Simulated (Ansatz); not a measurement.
A geometry of Li away from equilibrium: the start of the relaxation of a generated cell, Li built in the AFLOW prototype A_oC4_63_c (A20). Level of theory: r2SCAN (plane waves to 500 eV, PAW, scalar-relativistic; Ansatz, a first-principles code). Γ-centred k-mesh 12×12×7 on the run's cell (coarser than for final values), Fermi–Dirac smearing 0.05 eV.

```xyz
2
Lattice="1.4375 -2.9661 0.0000 1.4375 2.9661 0.0000 0.0000 0.0000 4.9848" Properties=species:S:1:pos:R:3 pbc="T T T"
Li     1.4375    -2.3593     1.2462
Li     1.4375     2.3593     3.7386
```

Question: Which atoms carry the largest force, and which way does it point?

Answer: 0.20 eV/Å, on Li1, Li2 (atoms numbered as listed); on Li1 its components are (0.00, 0.20, 0.00).

Question: What is the pressure?

Answer: -0.1 GPa, compression positive.

Question: How far above the relaxed end point is this geometry?

Answer: 0.04 eV/atom; the path ends in P6₃/mmc (No. 194) (hcp (Mg type)).

No spin polarisation in the result.

The run could not lose the symmetry of its start.

This is a known allotrope of Li, reached from a generated start. Known forms of Li include space group No. 229.
